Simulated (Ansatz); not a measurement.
Sheets of one type (V2Se2O-type), plane-wave PAW PBE (Ansatz code); HSE06 gaps on those cells.

```json
[
 {"layer": "Fe2OSTe", "a (Å)": "3.807", "thickness (Å)": "3.33"},
 {"layer": "V2OSeTe", "a (Å)": "3.913", "thickness (Å)": "3.70"},
 {"layer": "V2OSTe", "a (Å)": "___", "thickness (Å)": "___"},
 {"layer": "Nb2OSTe", "a (Å)": "4.090", "thickness (Å)": "3.63"}
]
```

**Question.** Fill in the missing entries.

**Answer.** 
- V2OSTe, a (Å): 3.889
- V2OSTe, thickness (Å): 3.48

Spin orders computed, not proven ground states: Fe2OSTe, V2Se2O-type layer ferromagnetic; V2OSeTe, V2Se2O-type layer antiferromagnetic; V2OSTe, V2Se2O-type layer antiferromagnetic. Began spin-polarised and lost the moments: Nb2OSTe, V2Se2O-type layer. All cells were relaxed under the symmetry of their starts (and spin orders); stability against distortions was not tested throughout. No Hubbard U is applied. Scalar-relativistic: spin–orbit coupling is off unless named, which matters more the heavier the elements. Constructed layers (a layer type filled with these elements): Fe2OSTe, V2Se2O-type layer; V2OSeTe, V2Se2O-type layer; V2OSTe, V2Se2O-type layer; Nb2OSTe, V2Se2O-type layer.

Potentials: the later of the program's two PAW sets.
